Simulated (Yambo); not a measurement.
BSE-type run in Yambo on LaCN2Cl (space group P2_1/m, No. 11), at zero momentum.

Quantum ESPRESSO step (PBEsol, PseudoDojo standard norm-conserving files, scalar-relativistic):
```
&CONTROL
  calculation = 'nscf'
  pseudo_dir = './pseudo'
  outdir = './out'
/
&SYSTEM
  ibrav = 0
  nat = 10
  ntyp = 4
  ecutwfc = 110.0
  ecutrho = 440.0
  occupations = 'fixed'
  force_symmorphic = .true.
  nbnd = 96
/
&ELECTRONS
  conv_thr = 1e-08
  diago_full_acc = .true.
  diago_thr_init = 1e-08
/
ATOMIC_SPECIES
C 12.0110 C.upf
N 14.0070 N.upf
Cl 35.4500 Cl.upf
La 138.9055 La.upf
CELL_PARAMETERS angstrom
  5.363570000000   0.000000000000   0.000000000000
  0.000000000000   4.038460000000   0.000000000000
 -1.369653000000   0.000000000000   7.505807000000
ATOMIC_POSITIONS crystal
C   0.346920000000   0.250000000000   0.358250000000
C   0.653080000000   0.750000000000   0.641750000000
N   0.431760000000   0.750000000000   0.660770000000
N   0.568240000000   0.250000000000   0.339230000000
N   0.877390000000   0.750000000000   0.618450000000
N   0.122610000000   0.250000000000   0.381550000000
Cl   0.745220000000   0.250000000000   0.958010000000
Cl   0.254780000000   0.750000000000   0.041990000000
La   0.177230000000   0.250000000000   0.735920000000
La   0.822770000000   0.750000000000   0.264080000000
K_POINTS automatic
4 4 2 0 0 0
```

Yambo input:
```
rim_cut
optics
bse
bss
dipoles
em1s
RandQpts= 1000000
RandGvec= 1 Ry
FFTGvecs= 40 Ry
Chimod= "HARTREE"
BSKmod= "SEX"
BSEmod= "resonant"
BSSmod= "hs"
BSENGexx= 15 Ry
BSENGBlk= 3 Ry
% KfnQP_E
 3.375 | 1.0 | 1.0 |
%
% BSEQptR
 1 | 1 |
%
% BSEBands
 17 | 60 |
%
% BEnRange
 0.0 | 12.6 | eV
%
% BDmRange
 0.15 | 0.15 | eV
%
BEnSteps= 252
% BLongDir
 1.0 | 0.0 | 0.0 |
%
BSHayTrs= -0.02
BSSNEig= 24
WRbsWF
% BndsRnXs
 1 | 92 |
%
NGsBlkXs= 3 Ry
% LongDrXs
 1.0 | 1.0 | 1.0 |
%
```

From the report:

The dimension is k points × valence × conduction bands = 32 × 16 × 28 = 14336.
```
   [SLEPC] Approach                          : Krylov-Schur
   [SLEPC] Number of requested eigenvalues   :  24
   [SLEPC] Number of eigenvalues        [NEV]:  24
    [K] Dimension                                    :  14336
    [K] Bands                                        :   17   60
    [K] Exchange res                                 : yes
    [K] Correlation res                              : yes
    [K] W interaction is bare                        : no
    [K] RL vectors exchange                          :  1077
    [K] RL vectors correlation                       :   97
    [W] Matrix size                                  :   97
    [W] Bands                                        :    1   92
    [W] Coulomb Cutoff                               : none
    [W] Hxc Kernel                                   : HARTREE
```
Lowest eigenvalues (eV; in brackets the number of states within 2 meV): 5.99 (1), 6.06 (1), 6.09 (1), 6.13 (2), 6.15 (1), 6.16 (1). They depend on the mesh, which isn't converged, and on the G0W0 scissor.

Geometry of the Materials Project entry, not relaxed at this level.
